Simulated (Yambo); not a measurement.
A G0W0@PBEsol run in Yambo for Be3N2 (space group P6_3/mmc, No. 194) (6×6×2 Γ-centred k mesh, bands 7 to 135 and a 8 Ry block in the screening, 135 bands in G with the Bruneval-Gonze terminator, plasmon pole fitted at 27.2 eV) gives these matrix elements, in eV, at the band edges (Γ → M):

| state | E0 | <Vxc> | <Σx> | <Σc(E0)> | Z |
|---|---|---|---|---|---|
| valence edge | 0.000 | -17.572 | -21.517 | 3.020 | 0.809 |
| conduction edge | 3.248 | -11.364 | -6.649 | -3.811 | 0.843 |

### Question
Solve the linearised quasiparticle equation for both states, give the gap, and say how exchange and correlation each act on it.

### Answer
E = E0 + Z(Σx + Σc − Vxc). Valence: 0.000 + 0.809 × (-21.517 + (3.020) − (-17.572)) = -0.75 eV. Conduction: 3.248 + 0.843 × (-6.649 + (-3.811) − (-11.364)) = 4.01 eV. The gap is 4.76 eV, against 3.25 eV in PBEsol. Replacing Vxc by bare exchange alone would open it by 8.66 eV; correlation takes back 6.83 eV of that, and Z scales what is left. Nearest settings tried, and what they do to the gap: 89 bands in G: +7 meV; 54 bands in W, 54 bands in G: +149 meV; 7 Ry block (141 vectors against 203): -118 meV; 6×6×1 mesh: +17 meV. So the settings aren't converged at that level. 

Geometry of the Materials Project entry, not relaxed at this level; primitive cell a = 2.842 Å, b = 2.842 Å, c = 9.747 Å, α = 90.00°, β = 90.00°, γ = 120.00°.

The structure is a Materials Project entry; no match was found in the copy of COD used, and its stability was not checked.
